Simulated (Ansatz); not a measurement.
Two-dimensional strain map in Re

All numbers below come from Ansatz 0.2.0, DFT PBEsol, scalar-relativistic, plane waves, PAW. Settings: plane waves to 420 eV, k-mesh 20×20×20 (Γ-centred), Gaussian smearing 0.15 eV. Spin–orbit coupling is left out, which can shift energies with elements as heavy as these. No spin polarisation. Energies are free energies at this smearing, counted from the undisturbed cell; pressure is positive in compression.

Zero of the scan (as given, not relaxed at this level; it stands at -18.5 GPa; this fcc form isn't the usual structure):

```yaml
crystal:
  lattice:
    - [0.00000, 1.97500, 1.97500]
    - [1.97500, 0.00000, 1.97500]
    - [1.97500, 1.97500, 0.00000]
  atoms:
    - { symbol: Re, position: [0.00000, 0.00000, 0.00000] }
```

The cell is strained by p along both x and y and by q along z, fractional coordinates fixed. Points are written (p, q). At -19 GPa the given cell is far from its own equilibrium, so these figures belong to a strongly strained crystal.

Energy above the undisturbed cell in meV/atom (a dash: not computed):

| p \ q | -0.030 | -0.015 | 0.000 | 0.015 | 0.030 |
| --- | --- | --- | --- | --- | --- |
| -0.030 | -22.9 | -37.6 | -38.9 | -28.1 | -6.3 |
| -0.015 | -45.8 | -47.7 | -37.3 | -15.5 | 16.6 |
| 0.000 | -31.4 | -21.4 | 0.0 | 31.8 | 73.3 |
| 0.015 | 15.6 | 36.8 | 68.3 | 109.4 | 159.4 |
| 0.030 | 90.8 | 122.6 | 163.6 | 213.2 | 270.9 |

Pressure in GPa:

| p \ q | -0.030 | -0.015 | 0.000 | 0.015 | 0.030 |
| --- | --- | --- | --- | --- | --- |
| -0.030 | 15.9 | 9.2 | 3.0 | -2.6 | -7.7 |
| -0.015 | 2.8 | -3.2 | -8.6 | -13.6 | -18.0 |
| 0.000 | -8.4 | -13.7 | -18.5 | -22.9 | -26.8 |
| 0.015 | -18.1 | -22.7 | -26.9 | -30.7 | -34.1 |
| 0.030 | -26.2 | -30.3 | -34.0 | -37.3 | -40.2 |